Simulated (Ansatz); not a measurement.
A relaxed cell of TaSiF is given with its symmetry left out. The cell was found from a structure generator's guess, not taken from experiment.

Computed with DFT PBE, scalar-relativistic, plane waves, PAW in Ansatz 0.2.0. Cutoff 420 eV, Γ-centred mesh, Gaussian smearing, no spin polarisation.

```
Ta Si F
1.0
     3.02812    0.00000    0.00000
     0.00000    3.02812    0.00000
     0.00000    0.00000    5.43078
Ta Si F
1 1 1
Direct
  0.00000 0.00000 0.00000
  0.00000 0.00000 0.50000
  0.50000 0.50000 0.50000
```

Energies over the elements count from the elements' standard structures at the same level (F₂ as a molecule), with no fitted energy shifts.

(1) What space group does it have?

(2) How far does it lie from the elements in energy?

(3) Is it a metal?

Answers

(1) P4/mmm (No. 123). Conventional cell: a = 3.028 Å, c = 5.431 Å. Ta is surrounded by 2 Si at 2.72 Å, 4 Ta at 3.03 Å and 8 F at 3.46 Å; Si has 4 F at 2.14 Å and 2 Ta at 2.72 Å; around F lie 4 Si at 2.14 Å, 4 F at 3.03 Å and 8 Ta at 3.46 Å.

(2) +0.22 eV/atom. The separate elements lie lower, so it is unstable against them.

(3) Yes, bands cross the Fermi level on the 16×16×8 mesh.

The last run used a 16×16×8 mesh (in the run's order of axes) for its 3-atom cell and Gaussian smearing of 0.10 eV. These runs have no spin–orbit coupling, which can matter for Ta. A structure relaxed within its symmetry needn't be a true minimum. Another cell of TaSiF relaxed alike, in P4/mmm, lies 1.19 eV/atom lower, so this cell isn't the stable form at this level.
